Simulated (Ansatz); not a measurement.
**W$_{2}$C, first-principles data**

W$_{2}$C:
```xyz
9
Lattice="5.2009 0.0000 0.0000 -2.6005 4.5041 0.0000 0.0000 0.0000 4.7363" Properties=species:S:1:pos:R:3 pbc="T T T"
W      1.7371     3.0087     1.1736
W      0.8634     1.4954     3.5627
W      1.7268     0.0000     1.1736
W      3.4742     0.0000     3.5627
W     -0.8634     1.4954     1.1736
W     -1.7371     3.0087     3.5627
C      0.0000     0.0000     0.0000
C      2.6005     1.5014     2.3682
C      0.0000     3.0028     2.3682
```

Space group P-31m (No. 162); conventional cell a = b = 5.2009 Å, c = 4.7363 Å, α = β = 90.00°, γ = 120.00°.

Method: DFT-PBEsol in the program Ansatz with PAW potentials. Structure relaxed to zero pressure with the same functional. Other levels are named where they apply.

### Cell and energy

| Property | Result |
|---|---|
| Volume per atom | 12.33 Å³ |
| Density | 17.05 g/cm³ |
| Formation energy from the elements (no fitted shifts) | -79 meV/atom |

### Electronic structure

| Item | Result |
|---|---|
| Electronic character | metallic (no gap) |
| Density of states at the Fermi level | 0.55 states/eV per atom (mean over ±0.08 eV) |
| Gap with spin–orbit coupling | none (metallic) |

### Mechanics

| Item | Value |
|---|---|
| Bulk modulus (Birch–Murnaghan fit) | 356 GPa |
| Pressure derivative B′ | 4.4 |
| Elastic constants (relaxed ions, GPa) | C11 = 568, C12 = 211, C13 = 279, C14 = 0.0, C33 = 539, C44 = 214 |
| Mechanical stability | stable (all eigenvalues of C positive) |
| Hill bulk and shear moduli | 357 and 178 GPa |
| Young's modulus | 458 GPa |
| Poisson's ratio | 0.29 |
| Debye temperature from the elastic constants | 464 K |

### Phonons

| Property | Result |
|---|---|
| Highest zone-centre frequency | 748 cm⁻¹ |
| Zone-centre stability | no imaginary mode at Γ |

The first step of the workflow began from a Materials Project structure, measured or hypothetical; the Crystallography Open Database copy checked does not list it. Whether it is the stable phase at ambient conditions was not checked. The PBEsol relaxation kept the symmetry of its start. The run is not spin-polarised. As this level gives no gap, shear constants depend on the k-mesh and smearing (Fermi–Dirac, 0.1 eV here). As this level gives no gap, phonon frequencies hold no LO–TO term and depend on the k-mesh and smearing (Fermi–Dirac, 0.1 eV here). The references are the lowest solids computed at this level, not always the standard phases. Scalar-relativistic: spin–orbit coupling is off unless named, which matters more the heavier the elements.

Potentials: the later of the program's two PAW sets.
